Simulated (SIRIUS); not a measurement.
Input and output of a self-consistent single point for WS₂ (P6_3/mmc, 6 atoms in the cell; from Materials Project mp-224, changed as shown) (SIRIUS).

Computed with LDA (PW92), PseudoDojo 0.4 standard norm-conserving LDA (tails mended) pseudopotentials (plane waves; SIRIUS 7.12.0).

The change in words: lattice vector c scaled by 0.99. Reference geometry (P6_3/mmc):
```
CELL_PARAMETERS angstrom
      3.18422     0.00000     0.00000
     -1.59211     2.75761     0.00000
      0.00000     0.00000    12.97828
ATOMIC_POSITIONS crystal
  W  0.33333 0.66667 0.25000
  W  0.66667 0.33333 0.75000
  S  0.33333 0.66667 0.62980
  S  0.66667 0.33333 0.37020
  S  0.66667 0.33333 0.12980
  S  0.33333 0.66667 0.87020
```

Reference input (self-consistent single point, DFT, LDA (PW92), plane waves, PseudoDojo 0.4 standard norm-conserving LDA (tails mended) pseudopotentials): parameters.ngridk = 8 8 2; parameters.xc_functionals = [XC_LDA_X, XC_LDA_C_PW]; parameters.gk_cutoff = 8.367 1/bohr; parameters.pw_cutoff = 16.734 1/bohr; parameters.smearing = gaussian; parameters.smearing_width = 0.000367493 Ha; potentials = PseudoDojo 0.4 standard norm-conserving LDA (tails mended) pseudopotentials; parameters.electronic_structure_method = pseudopotential; parameters.num_bands = 31; parameters.num_mag_dims = 0; parameters.num_dft_iter = 100; parameters.energy_tol = 1e-07 Ha. This run's input differs from it in these lines:

```diff
@@ -34,3 +34,3 @@
       [-0.4999999768, 0.8660252344, 0.0],
-      [0.0, 0.0, 4.0758111554]
+      [0.0, 0.0, 4.035052981]
     ],
```

The program printed (abridged):

```
[find] density tolerance         : 1e-06
[find] total energy tolerance    : 1e-07
[find] iter_solver_tol (initial) : 0.01
[find] iter_solver_tol (target)  : 1e-13
[find] num_dft_iter              : 100
Charges and magnetic moments
--------------------------------------------------------------------------------
total charge          : 52.000000
[find] | SCF iteration   0 out of 100|
[diagonalize] iterative solver tolerance (occupied, empty): 0.01 0.01
[diagonalize] average number of iterations: 2
[find] Charges and magnetic moments
[find] total charge          : 52.000000
[find] Energy
[find] smearing (-TS)                 :       0.00000000
   [... lines left out ...]

[find] Charges and magnetic moments
[find] total charge          : 52.000000
[find] Energy
[find] smearing (-TS)                 :       0.00000000
[find] Total energy                   :    -196.28299556 (Ha),    -392.56599112 (Ry)
[find] Free energy (E-TS)             :    -196.28299556 (Ha),    -392.56599112 (Ry)
[find] band gap (eV)                  :       1.24703392
[find] Efermi                         :       0.41941722
[find] iteration : 24, RMS (target) : 9.0975e-07 (1.0000e-06) , energy difference (target) : -1.3781e-09 (1.0000e-07)
[find] bands are converged : true
[find] iterative solver converged : false
[find] converged after 25 SCF iterations!
[find] Charges and magnetic moments
[find] total charge          : 52.000000
[find] Energy
[find] smearing (-TS)                 :       0.00000000
[find] Total energy                   :    -196.28299556 (Ha),    -392.56599112 (Ry)
[find] Free energy (E-TS)             :    -196.28299556 (Ha),    -392.56599112 (Ry)
[find] band gap (eV)                  :       1.24703392
[find] Efermi                         :       0.41941722
[ground_state] === stress tensor components [kbar] ===
[ground_state] === stress_total ===
[ground_state]    57.437663    0.000000   -0.000000
[ground_state]     0.000000   57.437680    0.000000
[ground_state]    -0.000000    0.000000   19.744330
[ground_state] ==== total Forces in Ha/bohr =====
[ground_state] atom:    0, force:       0.0000000     -0.0000000      0.0000000
[ground_state] atom:    1, force:      -0.0000000      0.0000000      0.0000000
[ground_state] atom:    2, force:      -0.0000000     -0.0000000      0.0009788
[ground_state] atom:    3, force:      -0.0000000      0.0000000     -0.0009788
[ground_state] atom:    4, force:       0.0000000      0.0000000      0.0009788
[ground_state] atom:    5, force:      -0.0000000     -0.0000000     -0.0009788
```

The run converged in 25 iterations. SIRIUS prints the stress tensor with tension positive. Against the reference run the free energy falls by 3.9 meV/atom, the pressure goes from -6.02 to -4.49 GPa and the largest force goes from 0.359 to 0.050 eV/Å.

Spin-orbit coupling is left out, which matters for bands and gaps with elements this heavy. The structure comes from a collection of computed structures, made at another level of theory; the collection holds predicted forms beside known ones.

Cost on one core: around 3 core-minutes (rough).

The gap that the log prints is read on the run's mesh, which can miss the band edges or a crossing.

“Tails mended”: in these copies of the files the far tail of each local potential was reset to the Coulomb form.
